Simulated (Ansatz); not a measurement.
Bi₂Te₃:
```yaml
crystal:
  lattice:
    - [2.20035, 1.27037, 10.53274]
    - [-2.20035, 1.27037, 10.53274]
    - [0.00000, -2.54074, 10.53274]
  atoms:
    - { symbol: Bi, position: [0.39800, 0.39800, 0.39800] }
    - { symbol: Bi, position: [0.60200, 0.60200, 0.60200] }
    - { symbol: Te, position: [0.00000, 0.00000, 0.00000] }
    - { symbol: Te, position: [0.21456, 0.21456, 0.21456] }
    - { symbol: Te, position: [0.78544, 0.78544, 0.78544] }
```

Relaxed with r²SCAN+D4.

**Question.** Give the Bader charges and basin volumes of the independent atoms, the program Ansatz at the r²SCAN+D4 level (PAW).

**Answer.** 

```tsv
atom	Bader charge (e)	Bader volume (Å³)
Bi1	+0.78	27.3
Te3	-0.68	38.0
Te4	-0.44	42.0
```

Space group R-3m. The r²SCAN+D4 relaxation kept the symmetry of its start. Scalar-relativistic: spin–orbit coupling is off unless named, which matters more the heavier the elements.

Potentials: the later of the program's two PAW sets.
